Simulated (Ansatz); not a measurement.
Property card for NbC2

NbC2:
```
CELL_PARAMETERS angstrom
     -1.59957     1.59957     2.94452
      1.59957    -1.59957     2.94452
      1.59957     1.59957    -2.94452
ATOMIC_POSITIONS crystal
  Nb 0.00000 0.00000 0.00000
  C  0.61581 0.61581 0.00000
  C  0.38419 0.38419 0.00000
```

Space group I4/mmm (No. 139), MoSi2 or CaC2 type; conventional cell a = b = 3.1991 Å, c = 5.8890 Å, α = β = γ = 90.00°.

Method: the program Ansatz at the PBE level (PAW). Geometry: relaxed at this level of theory. Other levels are named where they apply.

### Cell and energy

| Property | Result |
|---|---|
| Volume per atom | 10.05 Å³ |
| Density | 6.44 g/cm³ |
| Formation energy from the elements (no fitted shifts) | 472 meV/atom |

### Electronic structure

| Item | Result |
|---|---|
| Electronic character | metallic (no gap) |
| Density of states at the Fermi level | 0.42 states/eV per atom (mean over ±0.08 eV) |
| Gap with spin–orbit coupling | none (metallic) |

### Mechanics

| Quantity | Result |
|---|---|
| Bulk modulus (Birch–Murnaghan fit) | 220 GPa |
| Pressure derivative B′ | 5.1 |

The start of the workflow was typed in or built on a structure type; neither database checked (COD, Materials Project) lists it. Its standing as an ambient phase is unchecked. The cell was relaxed with PBE under the symmetry of its start; whether a distortion lowers the energy is not shown. The run is not spin-polarised. The volume moved by -28 % from the start of the relaxation. Its formation energy is positive at this level, so the cell may be metastable or incomplete. The references are the lowest solids computed at this level, not always the standard phases. Scalar-relativistic: spin–orbit coupling is off unless named, which matters more the heavier the elements.

Potentials: the earlier of the program's two PAW sets.
